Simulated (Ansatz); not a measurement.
Hf₂Ni in space group I4/mcm (No. 140; Ni on 4a, Hf on 8h), the program Ansatz at the PBE level (PAW), all energies at zero smearing, with the estimated change up to a 700 eV cutoff added, with one set of potentials and settings (totals compare only within such a set). Cell of 6 atoms (2 Ni, 4 Hf): -74566.901 eV.

```tsv
element	reference phase	E (eV/atom)
Ni	Fm-3m, 1 atoms in the cell, spin-polarised	-5839.7239
Hf	P6_3/mmc, 2 atoms in the cell	-15721.3637
```

Formation energy per atom, worked out: (-74566.901 − 2×(-5839.7239) − 4×(-15721.3637))/6 = -0.333 eV/atom (-32 kJ per mol of atoms), at 0 K, without zero-point energy or fitted corrections.

The workflow started from an entry of the Crystallography Open Database (COD). Its standing as an ambient phase is unchecked. Symmetry was held in the PBE relaxation; whether a distortion lowers the energy is not shown. The workflow began spin-polarised and lost its moments. The references are the lowest solids computed at this level, not always the standard phases. Spin–orbit coupling is left out wherever it is not named.

Potentials: the later of the program's two PAW sets.
